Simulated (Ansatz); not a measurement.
Here is an unrelaxed guess for Al₄P.

```
CELL_PARAMETERS angstrom
3.60031 0.00000 0.00000
-1.80015 3.11796 0.00000
0.00000 0.00000 8.46809
ATOMIC_POSITIONS crystal
Al 0.00000 0.00000 0.10699
Al 0.00000 0.00000 0.89301
Al 0.00000 0.00000 0.29086
Al 0.00000 0.00000 0.70914
P 0.00000 0.00000 0.50000
```

Computed with DFT PBE, scalar-relativistic, plane waves, PAW in Ansatz. Cutoff 420 eV; k points 6×6×2 on the computed 5-atom cell (Γ-centred); Gaussian smearing, width 0.10 eV; no spin polarisation.

Energies over the elements count from the elements' standard structures at the same level, with no fitted energy shifts. The references include black phosphorus.

**Question.** Estimate its pressure, forces and energy as it stands.

**Answer.** The pressure is 96.6 GPa (the mean over three directions, positive in compression), the largest force is 16.66 eV/Å, and the energy is +6.34 eV/atom against the elements. The shortest distance is 1.56 Å, so close that the PAW spheres overlap strongly and these values are rough.

**Question.** Is it a good guess?

**Answer.** A poor one: relaxing gains about 6.2 eV/atom (the start's value is from the coarse mesh, so the gain is rough) in 26 ionic steps and ends at +0.19 eV/atom on the finer mesh. The symmetry stays P6/mmm (No. 191). The volume per atom shrinks by 6.3 %, from 19.0 to 17.8 Å³. The shortest distance goes from 1.56 Å (Al–Al) to 2.50 Å (Al–P). The ratio c/a of the conventional cell changes by a factor of 2.07. Conventional cell: a = 2.764 Å, c = 13.463 Å. Al on its first site is surrounded by 8 Al at 2.76–2.83 Å; around Al on its second site lie 1 P at 2.50 Å and 7 Al at 2.76–2.83 Å; around P lie 2 Al at 2.50 Å and 6 P at 2.76 Å.

The last run used an 18×18×4 mesh (in the run's order of axes) for its 5-atom cell and Gaussian smearing of 0.10 eV. The cell is a metal run without spin; a magnetic state may lie lower. The reference form of P is held partly by dispersion forces, which this level lacks. The relaxation can't lower the symmetry of the start, and the grade says only how near the guess is to its own end. Symmetry constrained the relaxation, so the result can be a saddle point. Another cell of Al4P relaxed alike, in I4/mmm, lies 24 meV/atom lower, so this cell isn't the stable form at this level.
